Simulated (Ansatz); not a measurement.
## ScAlN2: computed property card

ScAlN₂:
Space group P3m1 (No. 156); a = 3.340 Å, b = 3.340 Å, c = 5.198 Å, α = 90.00°, β = 90.00°, γ = 120.00°

```json
[
 {"atom": "Sc", "site": "1b", "symmetry": "3m.", "x": "0.3333", "y": "0.6667", "z": "0.9911"},
 {"atom": "N", "site": "1b", "symmetry": "3m.", "x": "0.3333", "y": "0.6667", "z": "0.4074"},
 {"atom": "Al", "site": "1c", "symmetry": "3m.", "x": "0.6667", "y": "0.3333", "z": "0.5037"},
 {"atom": "N", "site": "1c", "symmetry": "3m.", "x": "0.6667", "y": "0.3333", "z": "0.8678"}
]
```

Space group P3m1 (No. 156); conventional cell a = 3.340 Å, b = 3.340 Å, c = 5.198 Å, α = 90.00°, β = 90.00°, γ = 120.00°.

Method: the program Ansatz at the PBE level (PAW). Structure relaxed to zero pressure with the same functional. Other levels are named where they apply.

### Cell and energy

```json
{
 "volume_per_atom": "12.55 Å³",
 "density": "3.31 g/cm³",
 "Formation energy from the elements (no fitted shifts)": "-1.40 eV/atom"
}
```

### Electronic structure

```json
{
  "band_gap": "3.15 eV (indirect)",
  "valence_band_maximum": "at H",
  "conduction_band_minimum": "at Γ",
  "smallest_direct_gap_on_the_standard_path": "3.21 eV",
  "electron_effective_mass": "0.26, 0.26, 0.42 mₑ (principal values)",
  "hole_effective_mass": "3.9, 3.9, 14 mₑ (principal values)"
}
```

The start of the workflow was typed in or built on a structure type; neither database checked (COD, Materials Project) lists it. Whether it is the stable phase at ambient conditions was not checked. The PBE relaxation kept the symmetry of its start; whether a distortion lowers the energy is not shown. The run is not spin-polarised. The references are the lowest solids computed at this level, not always the standard phases (solids in place of the gases).

Potentials: the earlier of the program's two PAW sets.
